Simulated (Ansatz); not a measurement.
MoS2 (2H-MoS2 type, space group P6_3/mmc)

```yaml
crystal:
  lattice:
    - [3.17320, 0.00000, 0.00000]
    - [-1.58660, 2.74807, 0.00000]
    - [0.00000, 0.00000, 12.43700]
  atoms:
    - { symbol: Mo, position: [0.33333, 0.66667, 0.25000] }
    - { symbol: Mo, position: [0.66667, 0.33333, 0.75000] }
    - { symbol: S, position: [0.33333, 0.66667, 0.62490] }
    - { symbol: S, position: [0.66667, 0.33333, 0.12490] }
    - { symbol: S, position: [0.66667, 0.33333, 0.37510] }
    - { symbol: S, position: [0.33333, 0.66667, 0.87510] }
```

The relaxed cell is deformed in two ways at once: its volume V is scaled, and at that volume it is stretched along z (the c axis of the conventional cell) so that c/a changes. Fractional atomic positions are held.

Level of theory: r2SCAN+rVV10 (plane waves to 500 eV, PAW, scalar-relativistic; Ansatz, an electronic-structure program). k mesh 12×12×3 (Γ-centred), Fermi-Dirac smearing 0.05 eV. E stands for the smeared free energy. As the atoms are clamped, bonds stretch with the cell, which overstates energies and stresses. MoS2 is run without spin polarisation. MoS2 was relaxed with its symmetry unable to fall. The PAW data are Ansatz's earlier set. The zero of ΔE is the relaxed starting cell.

### Question
What ΔE (kJ/mol of atoms) does the calculation give at all points of the grid V/V₀ = 0.920, 0.960, 1.000, 1.040, 1.080 by (c/a)/(c/a)₀ = 0.960, 0.980, 1.000, 1.020, 1.040?

### Answer
ΔE (kJ/mol of atoms), with V/V₀ across and (c/a)/(c/a)₀ down:

| (c/a)/(c/a)₀ \ V/V₀ | 0.920 | 0.960 | 1.000 | 1.040 | 1.080 |
|---|---|---|---|---|---|
| 0.960 | 7.78 | 2.78 | 1.14 | 2.20 | 5.44 |
| 0.980 | 6.70 | 1.82 | 0.28 | 1.44 | 4.78 |
| 1.000 | 6.22 | 1.44 | 0.00 | 1.25 | 4.67 |
| 1.020 | 6.31 | 1.63 | 0.27 | 1.60 | 5.09 |
| 1.040 | 6.94 | 2.34 | 1.07 | 2.47 | 6.02 |

(Under strain, the slope of the energy per volume gives the stress and its curvature an elastic modulus.)
